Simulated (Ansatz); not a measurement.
# Structures of NaSc: which is lowest?

Plane-wave DFT in Ansatz with scalar-relativistic PAW potentials, cutoff 420 eV, Γ-centred meshes chosen by cell and gap, Gaussian smearing with energies taken to zero width. Every cell was relaxed (cell and atoms) in a run of its own, within the symmetry of its start. Functional: PBE.

Relaxed structures (starts from databases or built by putting these elements on another compound's sites):
A. P2_13, 8 atoms in the computed cell, a = 6.110 Å; sites (symmetry × multiplicity) Na .3. × 4, Sc .3. × 4; start: built
B. Pm-3m, 2 atoms in the computed cell, a = 3.820 Å; sites (symmetry × multiplicity) Na m-3m × 1, Sc m-3m × 1; start: built
C. Fd-3m, 4 atoms in the computed cell, a = 7.719 Å; sites (symmetry × multiplicity) Na -43m × 8, Sc -43m × 8; start: built

Question: Rank them by energy. Could pressure change the order?

Answer:
| structure | group | E − E(lowest) (meV/atom) | V (Å³/atom) | gap on mesh (eV) |
| --- | --- | --- | --- | --- |
| C | Fd-3m | 0.0 | 28.75 | 0.00 |
| B | Pm-3m | 37 | 27.86 | 0.00 |
| A | P2_13 | 60 | 28.51 | 0.00 |

C is lowest, 37 meV/atom under B. B is denser by 0.89 Å³/atom, so pressure favours it: ΔE/ΔV, with ΔE in eV and 1 eV/Å³ = 160.2 GPa, gives about 7 GPa for equal enthalpy if both cells were rigid, a rough figure since the two compress differently. Other structures may lie lower than all of these, and vibrations aren't counted.